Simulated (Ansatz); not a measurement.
**Wurtzite alloy of GaN and ZnO (42 of 48 Ga sites, 42 of 48 N sites exchanged), 96 atoms**

Ansatz, PAW, plane waves. PBEsol relaxation of cell lengths and atoms (angles held) at the single k point (½, ½, ½); single points on the relaxed atoms at the Γ point alone, onto which points of the small cell's zone fold. Arrangement: quasirandom. No spin–orbit coupling unless named.

Relaxed structure:

```
Zn Ga O N
1.0
     9.64251    0.00000    0.00000
     0.00000   11.20253    0.00000
     0.00000    0.00000   10.45278
Zn Ga O N
42 6 42 6
Direct
  0.16837 0.07964 0.24531
  0.99887 0.33230 0.24836
  0.00418 0.33070 0.74522
  0.50014 0.07834 0.24646
  0.49405 0.08476 0.74415
  0.33078 0.33384 0.25050
  0.16347 0.58207 0.25171
  0.00523 0.83633 0.25200
  0.00195 0.83758 0.74754
  0.83124 0.08271 0.24774
  0.66991 0.33115 0.25947
  0.66832 0.33140 0.74307
  0.49960 0.58240 0.75161
  0.33369 0.84416 0.24869
  0.33472 0.83776 0.74526
  0.83531 0.57801 0.25388
  0.83268 0.58228 0.75114
  0.66126 0.83725 0.25313
  0.66357 0.83206 0.74805
  0.99872 0.16873 0.50221
  0.99820 0.16705 0.99910
  0.33334 0.16960 0.50244
  0.33831 0.16444 0.99838
  0.16439 0.41605 0.50724
  0.16442 0.41667 0.99821
  0.00143 0.66731 0.49920
  0.99774 0.66925 0.00374
  0.66634 0.17132 0.49262
  0.66303 0.16656 0.99800
  0.50174 0.40937 0.49719
  0.50196 0.41689 0.99776
  0.32971 0.66814 0.49801
  0.33492 0.67185 0.00320
  0.16701 0.92318 0.49358
  0.83096 0.41198 0.49923
  0.83232 0.41567 0.99758
  0.66824 0.66331 0.49880
  0.66656 0.66793 0.00289
  0.50050 0.91848 0.49348
  0.50308 0.91763 0.00876
  0.83258 0.91823 0.49676
  0.83001 0.91458 0.00440
  0.16598 0.08994 0.74340
  0.32661 0.33240 0.74759
  0.16724 0.58092 0.75111
  0.83739 0.08406 0.74831
  0.49901 0.58213 0.25049
  0.16716 0.91584 0.00576
  0.99876 0.16704 0.18470
  0.33376 0.17255 0.18382
  0.16598 0.41891 0.18444
  0.99771 0.66563 0.19010
  0.00891 0.66784 0.69529
  0.66728 0.16988 0.18334
  0.67444 0.15902 0.69317
  0.49879 0.42547 0.18753
  0.49143 0.41434 0.69499
  0.33902 0.65920 0.19193
  0.32592 0.66652 0.69277
  0.16733 0.92591 0.68971
  0.83275 0.41685 0.18432
  0.83456 0.41880 0.69263
  0.66061 0.65861 0.19442
  0.66496 0.66445 0.68849
  0.50081 0.91581 0.68568
  0.83351 0.91349 0.18989
  0.83243 0.92152 0.69271
  0.16651 0.08724 0.43466
  0.16646 0.07387 0.93113
  0.00285 0.33434 0.43558
  0.99980 0.33205 0.93953
  0.49832 0.08403 0.43898
  0.50079 0.08037 0.93348
  0.32897 0.33667 0.43640
  0.33359 0.33360 0.93294
  0.16605 0.58323 0.43921
  0.16716 0.58823 0.93352
  0.00051 0.83323 0.44468
  0.00673 0.83759 0.93728
  0.83366 0.08118 0.43637
  0.83224 0.07949 0.93079
  0.66522 0.33309 0.93401
  0.49637 0.58469 0.43101
  0.49811 0.58560 0.94015
  0.33085 0.83249 0.44388
  0.32360 0.83644 0.93445
  0.83693 0.58403 0.44209
  0.83374 0.58584 0.93991
  0.66883 0.82944 0.44452
  0.66811 0.83065 0.93527
  0.99787 0.16148 0.69245
  0.32840 0.17126 0.69289
  0.17046 0.42309 0.69574
  0.16475 0.91589 0.18255
  0.50166 0.91487 0.19013
  0.66668 0.33492 0.44241
```

Task: What are the mean bond lengths by pair (pairs within 1.2 times the sum of covalent radii, less contacts 15 % beyond the pair's median; cation–cation pairs of compounds aside; long ionic contacts are cut short by that bound)?

Result: Ga–N 1.877 ± 0.017 Å (standard deviation, 7 bonds); Ga–O 1.907 ± 0.026 Å (standard deviation, 17 bonds); N–Zn 1.934 ± 0.036 Å (standard deviation, 17 bonds); O–Zn 1.987 ± 0.039 Å (standard deviation, 151 bonds).

Task: What gap lies between the top filled and the lowest empty level in the single points?

Result: HSE06 1.39 eV (71 s on NVIDIA GB300).
